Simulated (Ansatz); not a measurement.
LiF (rock salt, space group No. 225), LDA (plane waves, PAW; program Ansatz). The conduction-band minimum lies at Γ, with 1 equivalent valley. Second derivatives d²E/dk² of the lowest band at one valley (eV·Å²), along Cartesian directions:

```
direction  d²E/dk²
---------  -------
[100]        7.857
[010]        7.857
[001]        7.857
[110]        7.856
[101]        7.856
[011]        7.856
```

**Question.** Find the principal effective masses, the density-of-states mass and the conductivity mass.

**Answer.** Off-diagonal terms follow from H_xy = H[110] − (H_xx + H_yy)/2, and m*/mₑ = 7.620 eV·Å² over each eigenvalue: 0.97, 0.97, 0.97. One valley's DOS mass (m₁m₂m₃)^(1/3) = 0.97, conductivity mass 3/(Σ 1/mᵢ) = 0.97 mₑ.

**Question.** What effective density of states Nc follows at 300 K for parabolic valleys?

**Answer.** Nc = 2.509e19 × 1 × (0.97)^(3/2) ≈ 2.4e19 cm⁻³.

**Question.** With the computed static dielectric constant 8.22 (mean of the diagonal), estimate a hydrogenic donor's binding energy and radius.

**Answer.** E = 13.606 eV × 0.97/8.22² ≈ 200 meV; a = 0.529 Å × ε/m* ≈ 4.5 Å. Semilocal masses tend to be too small where the gap is.

**Question.** With ε∞ = 2.12 and ω_LO = 668 cm⁻¹, what Fröhlich coupling constant follows?

**Answer.** α = (1/ε∞ − 1/ε0) √(m* × 13.606 eV/ħω_LO) = 4.4.

Space group Fm-3m (rock salt). The LDA relaxation kept the symmetry of its start; phonons on a q-mesh show no instability.

Potentials: the later of the program's two PAW sets.
